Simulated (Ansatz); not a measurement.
ZrAg (rock salt, Fm-3m) under volume change, PBEsol (plane waves, PAW; program Ansatz), scaled uniformly.

| V (Å³/atom) | E − E(relaxed) (meV/atom) | P (GPa) |
|---|---|---|
| 19.810 | [?] | [?] |
| 20.463 | 28.1 | 7.30 |
| 21.116 | 6.6 | 3.35 |
| 21.769 | 0.0 | 0.00 |
| 22.422 | 6.0 | -2.84 |
| 23.075 | [?] | [?] |
| 23.728 | 48.3 | -7.29 |

Task: Complete the blanks.

Result: 
- 23.075, E − E(relaxed) (meV/atom): 22.6
- 23.075, P (GPa): -5.25
- 19.810, E − E(relaxed) (meV/atom): 67.1
- 19.810, P (GPa): 11.96

Task: What does a third-order Birch–Murnaghan fit give for V₀, B₀ and B′?

Result: V₀ = 21.77 Å³/atom, B₀ = 103 GPa, B′ = 4.5.

The start of the workflow was typed in or built on a structure type; neither database checked (COD, Materials Project) lists it. COD files the formula under space group No. 129. Whether it is the stable phase at ambient conditions was not checked. The PBEsol relaxation kept the symmetry of its start. At this level the phase is mechanically unstable. The run is not spin-polarised. Its formation energy is positive at this level, so the cell may be metastable or incomplete.

Potentials: the earlier of the program's two PAW sets. The files were generated under PBE; for other functionals the program regenerates the frozen cores, and for LDA and PBEsol the local potential too.
